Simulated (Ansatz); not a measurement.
Nb₂Pd₃Se₈ in space group Pbam (No. 55; Pearson symbol oP26), DFT-r²SCAN in the program Ansatz with PAW potentials, all energies at zero smearing, with the estimated change up to a 700 eV cutoff added, with one set of potentials and settings (totals compare only within such a set). Cell of 26 atoms (4 Nb, 6 Pd, 16 Se): -147838.005 eV.

| element | reference phase | E (eV/atom) |
|---|---|---|
| Nb | Im-3m, 1 atoms in the cell | -4563.6321 |
| Pd | Fm-3m, 1 atoms in the cell | -6985.7456 |
| Se | P3_121, 3 atoms in the cell | -5478.1269 |

Formation energy per atom, worked out: (-147838.005 − 4×(-4563.6321) − 6×(-6985.7456) − 16×(-5478.1269))/26 = -0.730 eV/atom (-70 kJ per mol of atoms), at 0 K, without zero-point energy or fitted corrections.

The first step of the workflow began from a Materials Project structure, measured or hypothetical; the Crystallography Open Database copy checked does not list it. Its standing as an ambient phase is unchecked. The cell was relaxed with r²SCAN under the symmetry of its start; its stability against distortions is not shown here. The run is not spin-polarised. The references are the lowest solids computed at this level, not always the standard phases.

Potentials: the later of the program's two PAW sets.
